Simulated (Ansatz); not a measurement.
Task: AlBRu$_{3}$ (cubic perovskite, Pm-3m) is relaxed with DFT-r²SCAN in the program Ansatz with PAW potentials. What lattice parameters of the conventional cell result?

Result: a = 4.026 Å.

Task: Is it a metal or does it have a gap at this level?

Result: No gap at this level.

The start of the workflow was typed in or built on a structure type; neither database checked (COD, Materials Project) lists it. Its standing as an ambient phase is unchecked. The r²SCAN relaxation kept the symmetry of its start; its stability against distortions is not shown here. The run is not spin-polarised. The volume moved by -15 % from the start of the relaxation. Scalar-relativistic: spin–orbit coupling is off unless named, which matters more the heavier the elements.

Potentials: the later of the program's two PAW sets.
